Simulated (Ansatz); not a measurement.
Lu (hcp, Mg type)

```xyz
2
Lattice="3.5043 0.0000 0.0000 -1.7521 3.0348 0.0000 0.0000 0.0000 5.4522" Properties=species:S:1:pos:R:3 pbc="T T T"
Lu     0.0000     2.0232     4.0892
Lu     1.7521     1.0116     1.3631
```

The slice is a (-1 1 0 2) plane (indices of the conventional cell) through the point (0.333, 0.667, 0.750) (fractional), spanned by u = [110] and v = [1 -1 1] in vectors of this cell: u (3.50 Å) and v (8.16 Å, at 90° to u). It covers one period; positions are fractions (u, v).

These are r2SCAN (plane waves to 500 eV, PAW, scalar-relativistic; Ansatz, an electronic-structure program) values and carry that method's errors. k mesh 15×15×9. Inside the PAW spheres the values are not all-electron values, and peaks at nuclei hang on which shells count as valence. Lu is run without spin polarisation. Lu was relaxed with its symmetry unable to fall.

Predict the map of the electron localisation function (ELF) on the slice.


```tsv
v \ u	0.00	0.10	0.20	0.30	0.40	0.50	0.60	0.70	0.80	0.90
0.88	0.28	0.19	0.09	0.19	0.53	0.66	0.53	0.19	0.09	0.19
0.75	0.68	0.64	0.50	0.31	0.19	0.16	0.19	0.31	0.50	0.64
0.62	0.54	0.51	0.42	0.28	0.19	0.16	0.19	0.28	0.42	0.51
0.50	0.30	0.20	0.10	0.20	0.59	0.72	0.59	0.20	0.10	0.20
0.38	0.76	0.66	0.29	0.09	0.29	0.50	0.29	0.09	0.29	0.66
0.25	0.16	0.19	0.31	0.50	0.64	0.68	0.64	0.50	0.31	0.19
0.12	0.27	0.19	0.09	0.15	0.42	0.56	0.42	0.15	0.09	0.19
0.00	x	x	0.79	0.22	0.11	0.27	0.11	0.22	0.79	x
```

Values: electron localisation function (ELF). Points within 0.5 Å of a nucleus are blanked (x), as the pseudised field means little there.
